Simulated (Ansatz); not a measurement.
ScIr₃:
```yaml
crystal:
  lattice:
    - [3.91831, 0.00000, 0.00000]
    - [0.00000, 3.91831, 0.00000]
    - [0.00000, 0.00000, 3.91831]
  atoms:
    - { symbol: Sc, position: [0.00000, 0.00000, 0.00000] }
    - { symbol: Ir, position: [0.00000, 0.50000, 0.50000] }
    - { symbol: Ir, position: [0.50000, 0.00000, 0.50000] }
    - { symbol: Ir, position: [0.50000, 0.50000, 0.00000] }
```

Relaxed with r²SCAN.

Q: Map the electron localisation function on the plane through (0.000, 0.000, 0.000) spanned by u = [1, 1, 0] and v = [1, 0, 1] in lattice vectors, from the program Ansatz at the r²SCAN level (PAW).

A: x is the fraction of u, y of v (the angle between them is 60°; rows are the nearest grid lines); atoms in the plane: Sc at (0.00, 0.00), Ir at (0.50, 0.50), Ir at (0.00, 0.50), Ir at (0.50, 0.00).
```
| .#@#..-++%@%+-+%@%++-..#@#. |
|..*@@- :=+*%@#++#@%*+=: -@@*.|
|#*#@@+ .-==*%%%%%%%*==-. +@@#|
|#@@@#-  :-=--=+###+=--=-:  -#|
|.-++-. .:-==---=++=---==-:. .|
|.  .  .:-=====-------=====-:.|
|-:.  .:-===--===----===--===-|
|++==--==++**+=---====---=+**+|
|%*=======*%%%#+=--===--=+#%%%|
|@%*=-==-=*%@@%%#+--==--+#%%@@|
|%@%+--=--+%@%#%%#+--=--+#%%#%|
|+#%#=-==-=#%#++%%#=-==-=#%%++|
|++%%#=-==-=#%%++#%#=-==-=#%#+|
|%#%%#+--=--+#%%#%@%+--=--+%@%|
|@@%%#+--==--+#%%@@%*=-==-=*%@|
|%%%#+=--===--=+#%%%*=======*%|
|+**+=---====---=+**++==--==++|
|-===--===----===--===-:.  .:-|
|.:-=====-------=====-:.  .  .|
|. .:-==---=++=---==-:. .-++-.|
|#-  :-=--=+###+=--=-:  -#@@@#|
|#@@+ .-==*%%%%%%%*==-. +@@#*#|
|.*@@- :=+*%@#++#@%*+=: -@@*..|
| .#@#..-++%@%+-+%@%++-..#@#. |
```
Scale: ten equal steps from 0.029 (start of ' ') to 0.750 (end of '@'), in the order ' .:-=+*#%@'; x runs from 0.000 to 1.00, y from 0.000 (bottom) to 1.00 (top).

The density is the valence pseudo-density with augmentation charge, so density and ELF within about 1 Å of a nucleus are not all-electron values.

Space group Pm-3m (Cu3Au type). The workflow started from a Materials Project entry (that database holds measured and hypothetical structures alike); the Crystallography Open Database copy checked does not list it. Whether it is the stable phase at ambient conditions was not checked. Symmetry was held in the r²SCAN relaxation; whether a distortion lowers the energy is not shown. The run is not spin-polarised. Spin–orbit coupling is left out wherever it is not named.

Potentials: the later of the program's two PAW sets.
